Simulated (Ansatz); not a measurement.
C (diamond, Fd-3m), DFT-r²SCAN in the program Ansatz with PAW potentials. The conduction-band minimum lies on the Γ–X line, 72 % of the way from Γ, with 6 equivalent valleys. Second derivatives d²E/dk² of the lowest band at one valley (eV·Å²), along Cartesian directions:

```
direction  d²E/dk²
---------  -------
[100]        4.882
[010]        27.71
[001]        27.71
[110]        16.30
[101]        16.30
[011]        27.70
```

Question: Find the principal effective masses, the density-of-states mass and the conductivity mass.

Answer: Off-diagonal terms follow from H_xy = H[110] − (H_xx + H_yy)/2, and m*/mₑ = 7.620 eV·Å² over each eigenvalue: 0.27, 0.28, 1.6. One valley's DOS mass (m₁m₂m₃)^(1/3) = 0.49, conductivity mass 3/(Σ 1/mᵢ) = 0.38 mₑ.

Question: What effective density of states Nc follows at 300 K for parabolic valleys?

Answer: Nc = 2.509e19 × 6 × (0.49)^(3/2) ≈ 5.2e19 cm⁻³.

Question: With the computed static dielectric constant 5.78 (mean of the diagonal), estimate a hydrogenic donor's binding energy and radius.

Answer: E = 13.606 eV × 0.38/5.78² ≈ 150 meV; a = 0.529 Å × ε/m* ≈ 8.0 Å. Semilocal masses tend to be too small where the gap is.

The cell was relaxed with r²SCAN under the symmetry of its start; phonons on a q-mesh show no instability.

Potentials: the later of the program's two PAW sets.
